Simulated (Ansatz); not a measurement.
Pt (P6_3/mmc), clamped-ion strain scan

These are results of Ansatz, DFT r2SCAN, scalar-relativistic, plane waves, PAW, not measurements. The runs took a 500 eV cutoff, a Γ-centred 24×24×12 mesh and Gaussian smearing (0.15 eV). Spin–orbit coupling is left out, which can shift energies with elements as heavy as these. No spin polarisation. Energies are free energies at this smearing, counted from the undisturbed cell; pressure is positive in compression.

The starting cell (relaxed at this level; with this scan's settings it stands at 0.1 GPa; this form isn't the usual structure):

```
CELL_PARAMETERS angstrom
2.73297 0.00000 0.00000
-1.36648 2.36682 0.00000
0.00000 0.00000 4.76535
ATOMIC_POSITIONS crystal
Pt 0.66667 0.33333 0.75000
Pt 0.33333 0.66667 0.25000
```

The cell is strained by ε times the Voigt pattern (1, -1, 0, 0, 0, 0) (xx, yy, zz, yz, xz, xy; engineering shear) with fractional coordinates fixed. The cell is metallic on the mesh throughout.

```
      ε  ΔE (meV/atom)
-0.0400           42.9
-0.0200           10.3
 0.0000            0.0
 0.0100            2.4
 0.0300           19.6
 0.0400           33.2
```

Question: Predict the pressure (GPa) at each point.

Answer:
| ε | pressure (GPa) |
| --- | --- |
| -0.0400 | 2.2 |
| -0.0200 | 0.6 |
| 0.0000 | 0.1 |
| 0.0100 | 0.2 |
| 0.0300 | 1.2 |
| 0.0400 | 2.0 |